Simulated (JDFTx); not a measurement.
System: AlRu(111) (Pm-3m bulk; lattice of mp-542569, not re-optimised at this level), 1x1 cell of 11 atoms in 11 planes (Al outermost, slab composition Al6Ru5), area 15.41 Å² a face, 8.5 Å between the outermost planes in a cell 24.6 Å high; k mesh 6×6×1, Fermi width 0.01 Ha, no spin polarisation. Whether this polymorph is the ambient one wasn't checked.

Final geometry:
```
AlRu(111)
1.0
    4.2179     0.0000     0.0000
    2.1089     3.6528     0.0000
    0.0000     0.0000    24.6000
Al Ru
6 5
Direct
  0.3333   0.3333   0.3269
  0.6667   0.6667   0.3950
  0.0000   0.0000   0.4650
  0.3333   0.3333   0.5350
  0.6667   0.6667   0.6050
  0.0000   0.0000   0.6731
  0.0000   0.0000   0.3584
  0.3333   0.3333   0.4300
  0.6667   0.6667   0.5000
  0.0000   0.0000   0.5700
  0.3333   0.3333   0.6416
```

Computed with JDFTx (a modified build): PBE, GBRV ultrasoft potentials, plane waves to 20/100 Ha. Liquid on both sides: soft-sphere model, water, 1 M KF; nuclei fixed, outer atoms relaxed in vacuum. U vs SHE = −μ/e − 4.44 V throughout (conventional absolute potential of the hydrogen electrode). The surface is an ideal bare cut with both faces alike: no reconstruction, overlayer or explicit solvent molecules.

### Question
Predict the potential of zero charge and the surface charge against electrode potential.

### Answer
The potential of zero charge is -0.32 V vs SHE.

```json
[
 {"U (V vs SHE)": "-0.32", "μ (eV)": "-4.12", "excess electrons per cell": "0.000", "σ (μC/cm², per face)": "0.0", "run": "neutral"},
 {"U (V vs SHE)": "0.00", "μ (eV)": "-4.44", "excess electrons per cell": "-0.166", "σ (μC/cm², per face)": "8.6", "run": "fixed potential"},
 {"U (V vs SHE)": "0.30", "μ (eV)": "-4.74", "excess electrons per cell": "-0.312", "σ (μC/cm², per face)": "16.2", "run": "fixed potential"}
]
```
